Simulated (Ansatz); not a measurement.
# ZnGeAs$_{2}$: do energies and stresses tell the same story?

These are results of Ansatz 0.2.0, DFT PBEsol, scalar-relativistic, plane waves, PAW, not measurements.

Plane waves to 420 eV, a k mesh through Γ of 10×10×10 on the computed 8-atom cell and Gaussian smearing (0.01 eV); no spin polarisation.

Relaxed cell: I-42d, a = 5.655 Å, b = 5.655 Å, c = 11.187 Å, α = 90.00°, β = 90.00°, γ = 90.00°, 8 atoms in the primitive cell. Whether it is the stable form of this composition wasn't checked.

Energies at zero smearing and pressures from the stress tensor, at volumes with shape and atoms relaxed:
```csv
V (Å³/atom),E − E(first) (meV/atom),P (GPa)
21.018,0.00,4.89
21.689,-14.75,2.24
22.360,-19.30,0.00
23.031,-15.26,-1.88
23.701,-3.99,-3.47
```

Q: Check P = −dE/dV between neighbouring volumes, and get the bulk modulus from the pressures alone.

A: With 1 eV/Å³ = 160.2 GPa:
```tsv
middle V (Å³/atom)	−ΔE/ΔV (GPa)	mean P (GPa)
21.354	3.523	3.563
22.024	1.088	1.121
22.695	-0.967	-0.937
23.366	-2.691	-2.671
```

The two differ by 0.04 GPa at most. The mean of two end pressures misses the average over a step by about ΔV² P″/12, up to 0.04 GPa here; with that taken off 0.00 GPa remains. Around V = 22.360 Å³/atom, the two neighbours give B = −V ΔP/ΔV = 22.360 × 4.12 / 1.342 = 68.6 GPa, against B0 = 68.2 GPa from the Birch–Murnaghan fit of the energies.

Cost: 6 runs of about 17 core-minutes in all, on AMD EPYC 9R45 (Zen 5) (shared hosts).